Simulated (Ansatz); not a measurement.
Mg3TiNO3:
```yaml
crystal:
  lattice:
    - [2.98404, 0.00000, 0.00000]
    - [0.00000, 2.98404, 0.00000]
    - [0.00000, 0.00000, 8.68983]
  atoms:
    - { symbol: Ti, position: [0.00000, 0.00000, 0.00000] }
    - { symbol: N, position: [0.50000, 0.50000, 0.00000] }
    - { symbol: Mg, position: [0.50000, 0.50000, 0.25211] }
    - { symbol: O, position: [0.00000, 0.00000, 0.25479] }
    - { symbol: Mg, position: [0.00000, 0.00000, 0.50000] }
    - { symbol: O, position: [0.50000, 0.50000, 0.50000] }
    - { symbol: Mg, position: [0.50000, 0.50000, 0.74789] }
    - { symbol: O, position: [0.00000, 0.00000, 0.74521] }
```

Relaxed with PBE. Special points in fractions of this cell's reciprocal vectors: Γ (0.000, 0.000, 0.000); X (0.000, 0.500, 0.000); M (0.500, 0.500, 0.000); Z (0.000, 0.000, 0.500); R (0.000, 0.500, 0.500); A (0.500, 0.500, 0.500).

Q: List the band energies nearest the Fermi level at these points for plane-wave PAW PBE (Ansatz code).

A: In eV from the Fermi level; about four levels below and three above (degenerate sets whole), none deeper than 8.9 eV; points with the same levels are listed once.

| k | below | above |
|---|---|---|
| Γ | -3.49 -2.24 -2.24 -2.03 | 0.64 0.83 0.83 |
| X | -4.77 -4.68 -4.55 -4.18 | 1.09 1.74 1.85 |
| M | -4.07 -4.07 -3.89 -0.78 -0.78 | 2.05 2.34 3.16 |
| Z | -4.28 -4.27 -4.27 -2.24 -2.24 -2.03 | 0.84 0.84 1.07 |
| R | -4.77 -4.68 -4.62 -4.55 | 1.09 1.70 1.80 |
| A | -4.17 -4.17 -3.93 -0.68 -0.68 | 2.15 2.34 3.16 |

Space group P4/mmm. The start of the workflow was typed in or built on a structure type; neither database checked (COD, Materials Project) lists it. Whether it is the stable phase at ambient conditions was not checked. The PBE relaxation kept the symmetry of its start; its stability against distortions is not shown here. The workflow began spin-polarised and lost its moments. The cell computed holds one magnetic atom, so no antiferromagnetic order was within reach. The compound may be a true metal, but semilocal functionals without U, or a wrong spin order, can also close a gap.

Potentials: the earlier of the program's two PAW sets.
